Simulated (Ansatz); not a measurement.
# A change and its effect: YHg (Pm-3m)

```
Y Hg
1.0
     3.62473    0.00000    0.00000
     0.00000    3.62473    0.00000
     0.00000    0.00000    3.62473
Y Hg
1 1
Cartesian
  1.8124 1.8124 1.8124
  0.0000 0.0000 0.0000
```

Computed, not measured; unless marked otherwise by LDA, PAW on Ansatz 0.2.0's default frozen-core files (fitted under PBE), scalar-relativistic. k mesh 10×10×10, fine mesh 16×16×16, Fermi-Dirac smearing of 0.080 eV, cutoff 420 eV. The cell was relaxed by PAW under this functional, which moved its volume by -4 % from the database entry's. This phase needn't be the one found at ambient conditions.

With these settings the run gives ħω_p,x = 4.60 eV and N(E_F) = 2.07 states/eV/cell.

(1) The run is repeated in the same cell with kpoints.mp_grid.grid from [10, 10, 10] to [5, 5, 5]. What moves, and by how much?

## Answers

(1) plasma energy: +0.4 %; density of states: -5.5 %. These settings are too loose or unsuited for a converged value.

Known limits: frozen-core PAW files fitted under PBE, their cores solved anew for the functional of the run; no spin-orbit coupling on heavy atoms; these sums move with the mesh, by several per cent and more for small sheets; coarse k mesh; filled d bands lie too high at this level, so their transitions start too early.
